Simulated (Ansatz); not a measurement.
Computed properties of Ga2O3

Ga$_{2}$O$_{3}$:
```yaml
crystal:
  lattice:
    - [2.99335, 0.00000, 0.00000]
    - [-1.49668, 2.59232, 0.00000]
    - [0.00000, 0.00000, 6.96967]
  atoms:
    - { symbol: Ga, position: [0.33333, 0.66667, 0.20015] }
    - { symbol: Ga, position: [0.66667, 0.33333, 0.79985] }
    - { symbol: O, position: [0.00000, 0.00000, 0.00000] }
    - { symbol: O, position: [0.33333, 0.66667, 0.69502] }
    - { symbol: O, position: [0.66667, 0.33333, 0.30498] }
```

Space group P-3m1 (No. 164), La2O3 or Ni2Al3 type; conventional cell a = b = 2.993 Å, c = 6.970 Å, α = β = 90.00°, γ = 120.00°.

Method: the program Ansatz at the PBEsol level (PAW). Geometry: relaxed at this level of theory. Other levels are named where they apply.

**Cell and energy**

```
Quantity                                                              Value
-----------------------------------------------------  --------------------
Volume per atom                                                    10.82 Å³
Density                                                          5.76 g/cm³
Formation energy from the elements (no fitted shifts)  -168 kJ/mol of atoms
```

**Electronic structure**

```
Quantity                                                                          Result
------------------------------------------------  --------------------------------------
Band gap                                                                2.47 eV (direct)
Valence-band maximum                                                                at Γ
Conduction-band minimum                                                             at Γ
Electron effective mass                           0.27, 0.27, 0.33 mₑ (principal values)
Electron effective mass with spin–orbit coupling  0.27, 0.27, 0.33 mₑ (principal values)
Hole effective mass                                                    0.31 along z (mₑ)
Hole effective mass with spin–orbit coupling                           0.31 along z (mₑ)
HSE06 gap on the PBEsol cell                                                     4.20 eV
Gap with spin–orbit coupling                                                     2.47 eV
```

**Mechanics**

```
Quantity                                                                                             Result
-------------------------------------  --------------------------------------------------------------------
Elastic constants (relaxed ions, GPa)  C11 = 263, C12 = 204, C13 = 18.7, C14 = 18.0, C33 = 21.9, C44 = 17.4
Mechanical stability                                                 stable (all eigenvalues of C positive)
```

**Dielectric response**

```
Quantity                                                         Value
----------------------------------------  ----------------------------
Electronic dielectric constant ε∞ (DFPT)     4.40 (xx = yy), 3.36 (zz)
Born charges (a third of the trace)       Ga +2.97, O -2.29 to -1.83 e
```

**Phonons**

```
Item                                                                         Result
--------------------------------------------------  -------------------------------
Highest zone-centre frequency (without LO–TO term)                         540 cm⁻¹
Zone-centre stability                               unstable, softest mode 86i cm⁻¹
```

A made-up cell: these elements were put on the sites of a structure type; neither database checked (COD, Materials Project) lists it. It is not the phase usual at ambient conditions (space group No. 12, 167). The PBEsol relaxation kept the symmetry of its start. The references are the lowest solids computed at this level, not always the standard phases (solids in place of the gases). Spin–orbit coupling is left out wherever it is not named.

Potentials: the earlier of the program's two PAW sets. The files were generated under PBE; for other functionals the program regenerates the frozen cores, and for LDA and PBEsol the local potential too.
